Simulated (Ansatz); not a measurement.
Geometry optimisation in Ansatz: input, command and trajectory.

```yaml
crystal:
  lattice:
    - [8.971624, 0.221908, -0.025242]
    - [0.221908, 8.839445, -0.197492]
    - [-0.025242, -0.197492, 8.403829]
  atoms:
    - { symbol: Mg, position: [0.3691587638, 0.8476846922, 0.1752596402] }
    - { symbol: Cl, position: [0.3094367923, 0.9031515576, 0.919551942] }
    - { symbol: Cl, position: [0.8927420781, 0.1013913936, 0.7047253763] }
    - { symbol: Cl, position: [0.6243245883, 0.7899491173, 0.1472727065] }
    - { symbol: Cl, position: [0.4519719178, 0.321615669, 0.1377185495] }
    - { symbol: Cl, position: [0.8746440433, 0.0685136098, 0.2189532858] }
    - { symbol: Cl, position: [0.2967970201, 0.0219851076, 0.3922736412] }
    - { symbol: Cl, position: [0.8829931328, 0.6716850544, 0.6401155923] }
    - { symbol: Cl, position: [0.9239483571, 0.4649584944, 0.0700900321] }
    - { symbol: Cl, position: [0.4595024752, 0.3021622945, 0.6735926261] }
    - { symbol: Cl, position: [0.1702502624, 0.6878593476, 0.238537102] }
    - { symbol: K, position: [0.1791411598, 0.2552984647, 0.8720030051] }
    - { symbol: K, position: [0.6406924871, 0.5175114024, 0.8600640849] }
    - { symbol: K, position: [0.6456561597, 0.0463877369, 0.4482832722] }
    - { symbol: K, position: [0.6586061763, 0.1028477984, 0.9348372683] }
    - { symbol: K, position: [0.7262970966, 0.4758860926, 0.349623643] }
    - { symbol: K, position: [0.2208880123, 0.3696755953, 0.3786830991] }
    - { symbol: K, position: [0.0143693807, 0.7893763167, 0.964745269] }
    - { symbol: Na, position: [0.0159337798, 0.9035255836, 0.4709260328] }
  symmetry: { detect: false }
basis:
  ecutwfc: 420
kpoints:
  mp_grid: { grid: [1, 1, 1], shift: [0.25, 0.25, 0.25] }
hamiltonian:
  xc: pbe
scf:
  occupations: { method: gaussian, width: 0.1 }
  lower_state_search: "off"
output:
  forces: true
  stress: true
  eigenvalues: true
relax:
  adjacent_minimum: "off"
  f_tol: 0.04
  max_steps: 70
  cell: { stress_tol: 0.3 }
```

```bash
ansatz run input.yaml --threads 2 --pin off --max-ram 5120MiB --backend cpu --events-out ev --progress --plain --runs-dir out
```

The calculation used DFT PBE, scalar-relativistic, plane waves, PAW (Ansatz).

Of 19 frames 10 are shown, positions in Å and forces in eV/Å; the SCF threshold varies from step to step. Steps run on the plane waves of an earlier cell, with a Pulay correction in the pressure. The basis is chosen afresh for the last frame, the zero of the energies, and can be on the way; energy and pressure step there, also at an unchanged geometry.

```xyz
19
Lattice="8.9716 0.2219 -0.0252 0.2219 8.8394 -0.1975 -0.0252 -0.1975 8.4038" Properties=species:S:1:pos:R:3:forces:R:3 pbc="T T T" step=1 free_energy_over_end_meV_per_atom=71.32 pressure_GPa=0.28
Mg    3.4956    7.5404    1.2961   -0.5300   -0.0800    0.5580
Cl    2.9534    7.8704    7.5416    0.1880    0.3810   -0.6100
Cl    8.0141    0.9552    5.8798    0.3720    0.0540   -0.2750
Cl    5.7728    7.0922    1.0659   -0.1500   -0.2400    0.2460
Cl    4.1228    2.9160    1.0824    0.3390    0.1230   -0.1190
Cl    7.8567    0.7565    1.8044    0.4560    0.0590    0.0050
Cl    2.6577    0.1827    3.2848    0.2480   -0.1370   -0.0580
Cl    8.0548    6.0068    5.2245   -0.1810   -0.1030   -0.2890
Cl    8.3907    4.3012    0.4739   -0.0710   -0.2290   -0.2860
Cl    4.1725    2.6399    5.5895    0.0470    0.0820   -0.2860
Cl    1.6740    6.0710    1.8645    0.6670   -0.0250    0.5240
K     1.6418    2.1242    7.2732   -0.1440   -0.0400    0.2410
K     5.8412    4.5468    7.1095    0.1780    0.2150    0.2120
K     5.7916    0.4648    3.7418   -0.3970    0.0310    0.2390
K     5.9080    0.8706    7.8193   -0.2820   -0.0570    0.3280
K     6.6128    4.2987    2.8259   -0.0030    0.0160   -0.0590
K     2.0542    3.2420    3.1038   -0.1630   -0.0080    0.0180
K     0.2797    6.7903    7.9513   -0.7010    0.0100   -0.2520
Na    0.3316    7.8972    3.7787    0.1260   -0.0520   -0.1380
19
Lattice="8.8222 0.3686 0.0821 0.3560 9.0297 -0.0884 0.0699 -0.1031 8.3018" Properties=species:S:1:pos:R:3:forces:R:3 pbc="T T T" step=3 free_energy_over_end_meV_per_atom=33.28 pressure_GPa=-0.09
Mg    3.4192    7.7902    1.4503   -0.0760   -0.0100    0.0990
Cl    3.0904    8.2866    7.5172    0.0820    0.0380    0.0230
Cl    8.1546    1.1406    5.8684    0.0280   -0.0490   -0.0060
Cl    5.7098    7.2817    1.3964    0.0310   -0.0420   -0.0230
Cl    4.2559    3.2192    1.1416    0.0380    0.0240   -0.0550
Cl    7.9784    0.8698    1.9134    0.0580   -0.0130   -0.0580
Cl    2.7317    0.2395    3.3559    0.0190   -0.0320   -0.0750
Cl    7.8563    6.3322    5.1065   -0.0480    0.0460   -0.0250
Cl    8.3104    4.4340    0.4131    0.0730   -0.0090   -0.0530
Cl    4.2809    3.0166    5.4521    0.0120    0.0230   -0.0810
Cl    1.8395    6.1743    2.0705    0.0840    0.0330    0.0350
K     1.7743    2.2656    7.3425   -0.0620   -0.0650    0.0100
K     5.8443    5.0005    7.1843   -0.0710    0.0250    0.0040
K     5.7087    0.6113    3.8924    0.0190   -0.0250    0.0650
K     5.9273    1.1078    7.9391    0.0340    0.0120    0.0400
K     6.5977    4.4712    2.8708   -0.1030    0.0390    0.0590
K     1.9771    3.2729    3.1037    0.0020   -0.0410    0.0240
K     0.2204    6.9540    7.8649   -0.0580    0.0310   -0.0070
Na    0.6229    8.0221    3.7955   -0.0640    0.0120    0.0260
19
Lattice="8.6714 0.2501 0.2230 0.2308 9.1102 0.0663 0.2012 0.0377 8.2320" Properties=species:S:1:pos:R:3:forces:R:3 pbc="T T T" step=5 free_energy_over_end_meV_per_atom=22.84 pressure_GPa=0.02
Mg    3.3235    7.8060    1.6501    0.0230    0.0130   -0.0440
Cl    3.1914    8.4557    7.6368    0.0190   -0.0160    0.0180
Cl    8.2379    1.0716    5.9686    0.0180    0.0200    0.0060
Cl    5.6136    7.2832    1.5786    0.0380    0.0100   -0.0210
Cl    4.1093    3.2814    1.1571   -0.0520    0.0010   -0.0270
Cl    8.0213    0.7880    1.9876    0.0410    0.0060   -0.0180
Cl    2.8243    0.2127    3.3501    0.0400    0.0030   -0.0070
Cl    7.4212    6.6126    5.2399   -0.0260    0.0610   -0.0180
Cl    8.0570    4.3643    0.5007   -0.0180   -0.0030   -0.0260
Cl    4.3139    3.0784    5.3967    0.0390    0.0240   -0.0380
Cl    1.7753    6.1859    2.2740   -0.0510   -0.0320    0.0320
K     1.7902    2.2739    7.4116   -0.0010   -0.0020    0.0460
K     5.5971    5.2056    7.2940   -0.0360    0.0120   -0.0210
K     5.7741    0.4160    4.1201   -0.0150   -0.0340    0.0260
K     6.0431    1.3077    8.0687    0.0450    0.0380    0.0100
K     6.2963    4.5735    3.0487   -0.0510   -0.0110    0.0350
K     1.8967    3.1844    3.1688   -0.0090   -0.0450    0.0260
K     0.1944    7.1762    7.9148    0.0000   -0.0020    0.0190
Na    0.5867    8.1500    3.8970   -0.0020   -0.0430    0.0020
19
Lattice="8.5656 0.0112 0.3990 -0.0111 9.1308 0.2078 0.3684 0.1684 8.2354" Properties=species:S:1:pos:R:3:forces:R:3 pbc="T T T" step=7 free_energy_over_end_meV_per_atom=13.30 pressure_GPa=0.11
Mg    3.1489    7.6900    1.8195    0.0480    0.0000   -0.0530
Cl    3.1840    8.4743    7.8138   -0.0310   -0.0190   -0.0100
Cl    8.3936    0.9868    6.0933    0.0100    0.0290   -0.0210
Cl    5.4440    7.1818    1.7354    0.0300    0.0060   -0.0140
Cl    3.8630    3.1943    1.2587   -0.0230   -0.0200    0.0170
Cl    8.1339    0.6531    2.1326    0.0280    0.0140    0.0010
Cl    2.9814    0.0973    3.3618    0.0320   -0.0110    0.0280
Cl    7.0732    6.6619    5.4267    0.0240   -0.0070   -0.0100
Cl    7.7037    4.1492    0.5448   -0.0580   -0.0300   -0.0300
Cl    4.3476    3.0525    5.4742    0.0060   -0.0220    0.0230
Cl    1.5717    6.1016    2.4696   -0.0690   -0.0400    0.0090
K     1.8604    2.2877    7.6455    0.0310    0.0330    0.0430
K     5.3325    5.2915    7.4508   -0.0150    0.0160   -0.0210
K     5.8507    0.2463    4.3591   -0.0920    0.0620    0.0110
K     6.2918    1.5248    8.2864    0.0190    0.0940   -0.0060
K     6.0342    4.5044    3.2372    0.0170    0.0260   -0.0290
K     1.7827    2.9545    3.4095   -0.0250   -0.0120    0.0640
K     0.1328    7.3519    8.0462    0.0190   -0.0370   -0.0090
Na    0.4614    8.2200    4.0019    0.0500   -0.0820    0.0060
19
Lattice="8.5364 -0.2015 0.5644 -0.2276 9.2331 0.2091 0.5285 0.1659 8.3251" Properties=species:S:1:pos:R:3:forces:R:3 pbc="T T T" step=9 free_energy_over_end_meV_per_atom=9.58 pressure_GPa=-0.02
Mg    2.9962    7.6007    1.8338   -0.0260   -0.1470   -0.0030
Cl    3.1188    8.3979    7.9293    0.0190    0.1020   -0.0080
Cl    8.5526    0.7844    6.3808    0.0190   -0.0430   -0.0170
Cl    5.2917    7.0859    1.6909   -0.0380    0.0480    0.0050
Cl    3.7948    3.1394    1.4366   -0.0100   -0.0580   -0.0100
Cl    8.1645    0.5407    2.4280    0.0080    0.0760   -0.0130
Cl    3.1196   -0.1310    3.4189    0.0150    0.0430    0.0100
Cl    6.8188    6.6733    5.5308    0.0170    0.0260   -0.0050
Cl    7.5322    4.0752    0.4683    0.0010   -0.0800   -0.0200
Cl    4.3685    3.0108    5.6164   -0.0050   -0.0720    0.0170
Cl    1.3146    6.0669    2.4450    0.0510    0.0650    0.0050
K     2.0193    2.2480    7.8965    0.0120    0.0670    0.0140
K     5.2220    5.2405    7.6021    0.0260   -0.0120   -0.0180
K     5.8488    0.2641    4.7215   -0.0090   -0.0280    0.0160
K     6.5374    1.5221    8.6258   -0.0310    0.0570    0.0290
K     6.0320    4.5189    3.3058    0.0220    0.0350   -0.0260
K     1.8130    2.7017    3.6888   -0.0010    0.0720    0.0010
K     0.1051    7.4885    7.9785   -0.0130   -0.0770    0.0160
Na    0.3335    8.2663    3.9893   -0.0570   -0.0730    0.0060
19
Lattice="8.4424 -0.2972 0.7436 -0.3298 9.2971 0.1973 0.6993 0.1515 8.4277" Properties=species:S:1:pos:R:3:forces:R:3 pbc="T T T" step=11 free_energy_over_end_meV_per_atom=4.84 pressure_GPa=-0.01
Mg    2.9370    7.6134    1.8477   -0.0070   -0.0230   -0.0500
Cl    3.2287    8.6507    8.1123    0.0340   -0.0090    0.0840
Cl    8.6054    0.5130    6.7817   -0.0140   -0.0090   -0.0230
Cl    5.2146    7.0429    1.6496   -0.0310   -0.0030    0.0100
Cl    3.7170    3.1441    1.5633    0.0110   -0.0010    0.0140
Cl    8.0339    0.7643    2.8619   -0.0070    0.0150    0.0630
Cl    3.1865   -0.1962    3.4654    0.0100   -0.0080   -0.0180
Cl    6.6489    6.6355    5.5984   -0.0020   -0.0250   -0.0130
Cl    7.4610    3.9463    0.4243    0.0040    0.0080   -0.0170
Cl    4.3723    2.9543    5.7497   -0.0280    0.0030   -0.0140
Cl    1.1617    6.1586    2.3819    0.0680    0.0210   -0.0900
K     2.1222    2.3069    8.1067    0.0060    0.0000   -0.0100
K     5.3817    5.0345    7.7376    0.0190    0.0160   -0.0080
K     5.7410    0.1867    5.1834    0.0170   -0.0250    0.0140
K     6.6142    1.3685    9.0703   -0.0150   -0.0220    0.0130
K     6.0865    4.4924    3.3452   -0.0200   -0.0230   -0.0060
K     1.8347    2.6626    3.8846   -0.0170   -0.0080    0.0230
K     0.2795    7.4340    7.8817    0.0280   -0.0400   -0.0110
Na    0.2330    8.3004    3.8993   -0.0550    0.1320    0.0390
19
Lattice="8.3294 -0.3411 0.8876 -0.3810 9.3810 0.1999 0.8357 0.1509 8.5190" Properties=species:S:1:pos:R:3:forces:R:3 pbc="T T T" step=13 free_energy_over_end_meV_per_atom=1.08 pressure_GPa=-0.06
Mg    2.9457    7.6640    1.8920   -0.0460   -0.0570   -0.0720
Cl    3.3941    8.8615    8.3048    0.0030   -0.0310    0.0890
Cl    8.5777    0.3652    7.0975    0.0160   -0.0120   -0.0350
Cl    5.1960    7.0210    1.6722   -0.0420   -0.0100    0.0140
Cl    3.6508    3.1780    1.6608   -0.0190   -0.0080    0.0270
Cl    7.8386    1.0444    3.2585   -0.0100   -0.0370    0.0260
Cl    3.2415   -0.2261    3.5047   -0.0140   -0.0030    0.0010
Cl    6.5403    6.6465    5.6389   -0.0270   -0.0140    0.0060
Cl    7.3719    3.8720    0.3966    0.0130   -0.0190   -0.0090
Cl    4.3044    2.9879    5.8646   -0.0030   -0.0120   -0.0040
Cl    1.0705    6.2964    2.2543    0.0820    0.0720   -0.0460
K     2.2216    2.3297    8.2750   -0.0120   -0.0150   -0.0040
K     5.4838    4.9534    7.8525    0.0180    0.0510   -0.0210
K     5.6527    0.1502    5.5260    0.0260   -0.0100   -0.0140
K     6.6324    1.2532    9.4465    0.0120   -0.0070   -0.0180
K     6.0452    4.4026    3.4106    0.0210    0.0180    0.0110
K     1.8197    2.6719    4.0575    0.0060    0.0090    0.0330
K     0.5206    7.3490    7.8136    0.0170    0.0210    0.0050
Na    0.1615    8.5019    3.8659   -0.0410    0.0640    0.0130
19
Lattice="8.2612 -0.3195 0.9144 -0.3634 9.4303 0.1800 0.8611 0.1301 8.5172" Properties=species:S:1:pos:R:3:forces:R:3 pbc="T T T" step=15 free_energy_over_end_meV_per_atom=0.28 pressure_GPa=0.00
Mg    2.9462    7.7039    1.8826   -0.0370   -0.0200   -0.0120
Cl    3.4387    8.9085    8.3207    0.0090    0.0070   -0.0120
Cl    8.5417    0.3503    7.1038    0.0090   -0.0140   -0.0140
Cl    5.1798    7.0300    1.6994    0.0130   -0.0070   -0.0030
Cl    3.6141    3.2128    1.6976    0.0070    0.0120    0.0100
Cl    7.7534    1.0857    3.2915   -0.0030   -0.0030    0.0090
Cl    3.2068   -0.2308    3.5086   -0.0020    0.0080    0.0220
Cl    6.4942    6.6853    5.6465   -0.0060   -0.0040   -0.0040
Cl    7.3473    3.8948    0.3561   -0.0030    0.0070   -0.0110
Cl    4.3194    2.9840    5.9014    0.0000   -0.0010   -0.0010
Cl    1.0522    6.3705    2.1815    0.0130    0.0110   -0.0080
K     2.2453    2.3037    8.2941    0.0040   -0.0100    0.0110
K     5.4694    4.9985    7.8670   -0.0030   -0.0030    0.0130
K     5.6149    0.1402    5.5273   -0.0090    0.0050   -0.0040
K     6.6044    1.2740    9.4282   -0.0020   -0.0050   -0.0020
K     6.0572    4.4210    3.4282    0.0050    0.0050   -0.0030
K     1.8231    2.6820    4.1226   -0.0070   -0.0110    0.0010
K     0.5779    7.3602    7.7649    0.0100    0.0020    0.0060
Na    0.1414    8.5760    3.8318    0.0010    0.0210    0.0030
19
Lattice="8.2358 -0.3144 0.9319 -0.3600 9.4572 0.1719 0.8777 0.1213 8.5120" Properties=species:S:1:pos:R:3:forces:R:3 pbc="T T T" step=17 free_energy_over_end_meV_per_atom=0.17 pressure_GPa=0.01
Mg    2.9388    7.7256    1.8771    0.0010   -0.0030    0.0000
Cl    3.4676    8.9387    8.3175   -0.0040    0.0130   -0.0130
Cl    8.5358    0.3324    7.1125    0.0050   -0.0150    0.0020
Cl    5.1695    7.0444    1.7008    0.0220   -0.0070    0.0010
Cl    3.6170    3.2396    1.7341   -0.0120   -0.0010    0.0000
Cl    7.7216    1.1046    3.3113    0.0070    0.0030   -0.0050
Cl    3.1954   -0.2409    3.5174   -0.0120    0.0020    0.0000
Cl    6.4663    6.7095    5.6463   -0.0060   -0.0080   -0.0010
Cl    7.3388    3.9051    0.3293    0.0050   -0.0010   -0.0020
Cl    4.3242    2.9831    5.9167    0.0020    0.0070    0.0120
Cl    1.0385    6.4027    2.1488   -0.0030   -0.0020   -0.0020
K     2.2700    2.2930    8.3203   -0.0050    0.0020   -0.0040
K     5.4660    5.0096    7.8822    0.0030    0.0000   -0.0130
K     5.5932    0.1442    5.5200    0.0010   -0.0020    0.0140
K     6.5968    1.2798    9.4252    0.0070   -0.0090   -0.0070
K     6.0674    4.4436    3.4329   -0.0040    0.0010    0.0040
K     1.8213    2.6655    4.1533   -0.0030   -0.0010    0.0070
K     0.6180    7.3579    7.7418   -0.0060    0.0150   -0.0090
Na    0.1309    8.6074    3.8098   -0.0010    0.0050    0.0160
19
Lattice="8.2251 -0.3188 0.9498 -0.3655 9.4764 0.1695 0.8945 0.1181 8.5103" Properties=species:S:1:pos:R:3:forces:R:3 pbc="T T T" step=19 free_energy_over_end_meV_per_atom=0.00 pressure_GPa=0.02
Mg    2.9427    7.7370    1.8686   -0.0190    0.0130    0.0090
Cl    3.4812    8.9811    8.3233    0.0130   -0.0120    0.0060
Cl    8.5465    0.3014    7.1412   -0.0100    0.0020   -0.0120
Cl    5.1734    7.0479    1.7019   -0.0100    0.0070   -0.0070
Cl    3.6067    3.2458    1.7535    0.0060   -0.0030    0.0030
Cl    7.7136    1.1230    3.3412   -0.0080   -0.0030    0.0000
Cl    3.1885   -0.2538    3.5168    0.0140    0.0020    0.0120
Cl    6.4378    6.7168    5.6416    0.0010    0.0110   -0.0010
Cl    7.3394    3.9090    0.3150    0.0000   -0.0120   -0.0040
Cl    4.3306    2.9874    5.9473   -0.0010   -0.0090   -0.0140
Cl    1.0259    6.4334    2.1177    0.0020   -0.0120    0.0030
K     2.2797    2.2966    8.3347    0.0060    0.0070    0.0120
K     5.4816    5.0093    7.8876   -0.0020   -0.0040    0.0090
K     5.5847    0.1443    5.5493    0.0010   -0.0040   -0.0140
K     6.6095    1.2680    9.4370   -0.0060    0.0140    0.0090
K     6.0669    4.4462    3.4403   -0.0050   -0.0020    0.0000
K     1.8239    2.6512    4.1931    0.0060    0.0080   -0.0140
K     0.6435    7.3674    7.7131    0.0030   -0.0020    0.0080
Na    0.1158    8.6284    3.8046    0.0080   -0.0020   -0.0040
```

Time: 2.3 min on 2 threads of Arm Neoverse V1, with other jobs on the host, peak memory 0.72 GiB.

The k mesh is coarse.